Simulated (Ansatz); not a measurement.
TiPb: modes against the lattice constant

These are results of DFT PBEsol, scalar-relativistic, plane waves, PAW (Ansatz), not measurements. Cutoff 420 eV, 12×12×12 k-points (Γ-centred), Fermi-Dirac smearing of 0.15 eV. No spin polarisation. Phonons by linear response, acoustic sum rule imposed.

The cell is fixed (symmetry leaves no force on the atoms) and stands under 7.7 GPa:
```xyz
2
Lattice="3.3674 0.0000 0.0000 0.0000 3.3674 0.0000 0.0000 0.0000 3.3674" Properties=species:S:1:pos:R:3 pbc="T T T"
Ti    0.0000    0.0000    0.0000
Pb    1.6837    1.6837    1.6837
```

The cell is the ideal cubic caesium chloride prototype; whether it is the stable structure of this composition wasn't checked. In a metal, frequencies and elastic constants depend on the k mesh and the smearing, soft modes and shear constants most. Spin–orbit coupling is left out, which can shift energies with elements as heavy as these.

**Question.** How do the optical zone-centre modes (counted from the lowest optical one, degenerate ones once; i marks imaginary ones) of this metal change over a = 3.367 and 3.447 Å?

**Answer.**
```
         a (Å)  3.367  3.447
pressure (GPa)    7.7    0.3
 mode 1 (cm⁻¹)    206    179
```

Cost: 2 runs of about 2.2 core-minutes in all, on Arm Neoverse N1 (shared hosts).